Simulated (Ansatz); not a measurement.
Relaxed-ion elastic tensor of TiAl (L1₀ or tetragonal B2, P4/mmm) in GPa (Voigt order), LDA (plane waves, PAW; program Ansatz); density 4.06 g/cm³, 15.30 Å³ per atom.

```
      1     2    3    4    5     6
-  ----  ----  ---  ---  ---  ----
1   212  69.8  100  0.0  0.0   0.0
2  69.8   212  100  0.0  0.0   0.0
3   100   100  180  0.0  0.0   0.0
4   0.0   0.0  0.0  125  0.0   0.0
5   0.0   0.0  0.0  0.0  125   0.0
6   0.0   0.0  0.0  0.0  0.0  37.6
```

Q: Is the crystal mechanically stable?

A: Yes: the smallest eigenvalue of C is 37.6 GPa.

Q: Work out the Voigt, Reuss and Hill averages.

A: K_V = 127, K_R = 127, K_H = 127; G_V = 79.8, G_R = 61.4, G_H = 70.6 GPa.

Q: Give Young's modulus, Poisson's ratio, Pugh's ratio and the universal anisotropy index.

A: E = 9KG/(3K + G) = 179 GPa; ν = 0.27; K/G = 1.80 (near the Pugh limit of 1.75, no verdict); A_U = 5G_V/G_R + K_V/K_R − 6 = 1.50.

Q: Estimate the sound speeds and the Debye temperature.

A: v_l = √((K + 4G/3)/ρ) = 7380 m/s, v_t = √(G/ρ) = 4170 m/s, mean 4640 m/s; Θ = (h/k)(3n/4πV)^(1/3) v_m = 556 K.

Q: How much does each axis shrink under pressure?

A: Linear compressibilities β_i = Σ_j S_ij (j = 1 to 3): x 2.6, y 2.6, z 2.7 per TPa.

The LDA relaxation kept the symmetry of its start; of distortions, only those at the zone centre were tested. The run is not spin-polarised. As this level gives no gap, shear constants depend on the k-mesh and smearing (Fermi–Dirac, 0.1 eV here).

Potentials: the later of the program's two PAW sets.
